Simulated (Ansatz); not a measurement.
## How much do the gradients of WS2 depend on the method?

Cell: a COD entry, its atoms then relaxed with PBE in this cell.

```xyz
6
Lattice="3.1800 0.0000 0.0000 -1.5900 2.7540 0.0000 0.0000 0.0000 12.5000" Properties=species:S:1:pos:R:3 pbc="T T T"
W     0.0000    1.8360    3.1250
W     1.5900    0.9180    9.3750
S     0.0000    1.8360    7.8062
S     1.5900    0.9180    1.5562
S     0.0000    1.8360   10.9438
S     1.5900    0.9180    4.6938
```

Sites (sets of like atoms) are named by element and the number of their first atom in this list.

First run. Computed with Ansatz: DFT, PBE, plane waves and PAW, scalar-relativistic, collinear spin, 420 eV cutoff, Γ-centred 11×11×3 k-points, Fermi–Dirac smearing 0.02 eV. Start moments as typed (μB): 2 on each W, none on the rest.

```tsv
site	atom	V_zz (10²¹ V/m²)	η
W	1	-17.56	0.00
S	3	-4.57	0.00
```

Second run. The same atoms and settings, except that the functional is LDA.

Problem. Given the first result, estimate the second.

Solution. 

| site | atom | V_zz | η | change of V_zz |
| --- | --- | --- | --- | --- |
| W | 1 | -17.84 | 0.00 | -0.28 |
| S | 3 | -4.62 | 0.00 | -0.05 |

The largest change of V_zz is on W, from -17.56 to -17.84. In per cent, |V_zz| changes by +2 on W, +1 on S (all sites that start above 0.5).

Without spin–orbit coupling the gradients at and beside W can be off by some per cent, at some sites by more. The start moments die out, and the run ends without spin.
For the second run: At this cell the LDA pressure is -6 GPa, so with LDA the cell would shrink if it were relaxed. The largest force is 0.5 eV/Å, so the atoms aren't at the calculated equilibrium and relaxing them would move these values.
